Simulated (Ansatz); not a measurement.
Relaxed SiC (wurtzite):

```
CELL_PARAMETERS angstrom
      3.07590     0.00000     0.00000
     -1.53795     2.66381     0.00000
      0.00000     0.00000     5.04769
ATOMIC_POSITIONS crystal
  Si 0.66667 0.33333 0.00051
  Si 0.33333 0.66667 0.50051
  C  0.66667 0.33333 0.62469
  C  0.33333 0.66667 0.12469
```

In each cell atom 1 (Si, nearest neighbour C at 1.883 Å; its periodic images, 3.1 Å or more away, move with it) moves by s·(0.000, 0.000, 1.000) (along Cartesian z), the rest being held.

Level of theory: PBEsol (plane waves to 420 eV, PAW, scalar-relativistic; Ansatz, an electronic-structure program). k mesh 10×10×5 (Γ-centred), Fermi-Dirac smearing 0.05 eV. Energies are smeared free energies. As the smearing reaches across the gap at some points, energies and forces of such displacements shift with the k mesh and the smearing. SiC was relaxed with its symmetry unable to fall. The zero of ΔE is the undisplaced structure. The last digit holds for this mesh only.

```csv
s (Å),ΔE (meV/cell)
-0.380,2985.5
-0.304,1742.6
-0.228,897.6
-0.152,366.6
-0.076,84.4
0.000,0.0
0.076,71.8
0.152,withheld
0.228,543.8
0.304,880.3
0.380,1243.4
```

Problem. Fit a polynomial form (powers 2, 3, 4) to the given rows and predict ΔE at s = 0.152.

Solution. Least squares on the 10 given rows: ΔE = (13400)·s² + (-15730)·s³ + (8639)·s⁴, in meV/cell with s in Å; root-mean-square residual 7.43 meV/cell. At 0.152 the fit gives 259.0 meV/cell; the calculation gives 263.9 meV/cell, so the interpolation is off by -4.9 (-1.9 %). The quadratic term alone would give 309.6 meV/cell.

(A displaced cell: forces are minus the slopes of the energy, force constants its curvatures, and phonons follow from these.)
